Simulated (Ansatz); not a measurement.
## Response of Al to small distortions

```
Al
1.0
     0.00000    2.02398    2.02398
     2.02398    0.00000    2.02398
     2.02398    2.02398    0.00000
Al
1
Cartesian
  0.0000 0.0000 0.0000
```

The geometry is COD entry 4313206, unchecked; take it as a test cell.

Method: DFT, LDA, all-electron LAPW, scalar-relativistic in Ansatz 0.2.0.

Numerical set-up: a Γ-centred 17×17×17 k mesh, Fermi–Dirac smearing of 0.03 eV, basis error target 0.5 meV/atom, no spin polarisation.

The unchanged cell is at -3.63 GPa.

In a metal, stresses and small energies carry noise from the k mesh.

x, y and z are the Cartesian axes of the cell as listed; fractional coordinates follow a strain, and an engineering shear is twice the off-diagonal strain component.

Task: One change gave: energy change +2 meV/atom; stress change (xx, yy, zz, yz, xz, xy) 0.06, 0.06, 0.06, 0.72, 0.72, 0.72 GPa, compression positive. Which change was it?
A. equal xy, yz and zx engineering shear strains of +1 %
B. equal xy, yz and zx engineering shear strains of -1 %
C. equal xy, yz and zx engineering shear strains of +2 %
D. equal xy, yz and zx engineering shear strains of -2 %

Result: D. For equal xy, yz and zx engineering shear strains of -1 %: energy change under 1 meV/atom; stress change (xx, yy, zz, yz, xz, xy) 0.01, 0.01, 0.01, 0.29, 0.29, 0.29 GPa, compression positive. For equal xy, yz and zx engineering shear strains of +1 %: energy change under 1 meV/atom; stress change (xx, yy, zz, yz, xz, xy) 0.01, 0.01, 0.01, -0.20, -0.20, -0.20 GPa, compression positive. For equal xy, yz and zx engineering shear strains of +2 %: energy change +2 meV/atom; stress change (xx, yy, zz, yz, xz, xy) 0.07, 0.07, 0.07, -0.82, -0.82, -0.82 GPa, compression positive.
